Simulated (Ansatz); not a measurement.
KBr built on the rocksalt prototype, relaxed with r2SCAN: 7 runs in the PAW code Ansatz, each a construction of maximally localised Wannier functions. Space group Fm-3m (No. 225), cubic; a = 6.604 Å in the conventional setting, 36.01 Å³ an atom. K is surrounded by 6 Br at 3.30 Å; Br is surrounded by 6 K at 3.30 Å. Calculated for a static, non-magnetic cell.

```xyz
2
Lattice="0.0000 3.3022 3.3022 3.3022 0.0000 3.3022 3.3022 3.3022 0.0000" Properties=species:S:1:pos:R:3 pbc="T T T"
K     0.0000    0.0000    0.0000
Br    3.3022    3.3022    3.3022
```

Windows count from the top of the filled bands; a dash means that no such window was set (without an outer window there is no disentanglement). Rows marked drawn have settings drawn at random (some not listed).

```tsv
functional	SCF mesh	trial orbitals	functions	mesh	window (eV)	frozen (eV)	settings	Ω total (Å²)	Ω invariant (Å²)	largest spread (Å²)	least projectability	interpolation miss of the model's filled bands (eV, to the nearest computed level)
PBE	6×6×6	Br s, Br p	4	4×4×4	–	–	chosen	6.51	5.79	1.63	0.77	0.014
PBE	6×6×6	Br s, Br p	4	6×6×6	–	–	chosen	6.79	6.07	1.70	0.77	0.002
PBE	6×6×6	Br p	3	4×4×4	–	–	chosen	5.15	5.13	1.72	0.98	0.017
r2SCAN	6×6×6	Br s, Br p	4	4×4×4	–	–	chosen	6.23	5.49	1.56	0.80	0.012
r2SCAN	6×6×6	Br p	3	4×4×4	–	–	chosen	5.06	5.04	1.69	0.98	0.014
HSE06	4×4×4	Br s, Br p	4	4×4×4	–	–	chosen	6.24	5.51	1.56	0.79	–
PBE	6×6×6	Br p (plain search)	3	4×4×4	–	–	drawn	5.17	5.13	1.72	0.98	0.017
```

For Br s, Br p with PBE the spread goes 6.51 Å² (4×4×4), 6.79 Å² (6×6×6): finite differences on a coarse mesh understate it.

Spin-orbit coupling is left out.
